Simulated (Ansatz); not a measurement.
The start is a relaxed Ge cell, doubled along one cell vector, shaken by Gaussian noise of σ = 0.08 Å a coordinate. The cell and all atomic positions are relaxed at zero pressure with r2SCAN (plane waves to 500 eV, PAW, scalar-relativistic; Ansatz, a program for electronic structure). First-step values are on the input's coarse k-mesh.

Ansatz input (later rounds restart from its end on a renewed k-mesh):
Ansatz 0.2 input:
```yaml
crystal:
  lattice:
    - [4.0342681543, 0, 0]
    - [-4.0342681543, 6.9875574146, 0]
    - [0, 0, 8.0972223754]
  atoms:
    - { symbol: Ge, position: [0.0296928864, 0.0126446477, 0.2264184936] }
    - { symbol: Ge, position: [0.0082647951, 0.4965142024, 0.2349414621] }
    - { symbol: Ge, position: [0.0204484175, 0.0094367814, 0.7478018179] }
    - { symbol: Ge, position: [0.0192784553, 0.5141727863, 0.7571624887] }
    - { symbol: Ge, position: [0.3110220781, 0.3235717373, 0.241922382] }
    - { symbol: Ge, position: [0.3584603155, 0.8522421271, 0.2377320285] }
    - { symbol: Ge, position: [0.6696556018, 0.1920780184, 0.7369213613] }
    - { symbol: Ge, position: [0.644494559, 0.6582126695, 0.7493187898] }
basis: { ecutwfc: 500, ecutrho_ratio: 4, xc_grid: 4, fft_grid_basis: typed }
kpoints: { mp_grid: { grid: [7, 4, 3] } }
hamiltonian:
  xc: r2scan
  dispersion: none
  pseudopotentials: { azcp: { folder: ./paw }, kind: paw }
scf: { occupations: { method: fermi_dirac, width: 0.05 } }
relax: { f_tol: 0.01, max_steps: 100, cell: { stress_tol: 0.02 } }
output: { forces: true, stress: true }
```

| Item | Value |
|---|---|
| Largest initial force | 2.91 eV/Å, on Ge8 (atoms numbered as listed) |
| Energy released | 0.71 eV/atom |
| Volume change | -20.0 %, from 28.53 to 22.83 Å³/atom |
| Relative to the parent | It does not go back: it reaches Fd-3m (No. 227), diamond type, 0.63 eV/atom below the parent |
| Shortest distances (start → end) | The closest pairs of elements (up to four, under 3.6 Å), start → end: Ge–Ge 2.18 → 2.46 Å |
| Band gap at the end | 0.36 eV, direct at Γ (no spin-orbit coupling) |
| Optimiser moves | 18 |

Final values are on a 10×10×10 k-mesh of the relaxed cell. No spin polarisation in the result.

Of the parent cell (P6₃/mmc (No. 194)): it is a generated cell of Ge: the first start was made by placing the elements on the sites of a structure type, and the end was not matched to a known phase here, so it may be hypothetical. Known forms of Ge include space group No. 227.
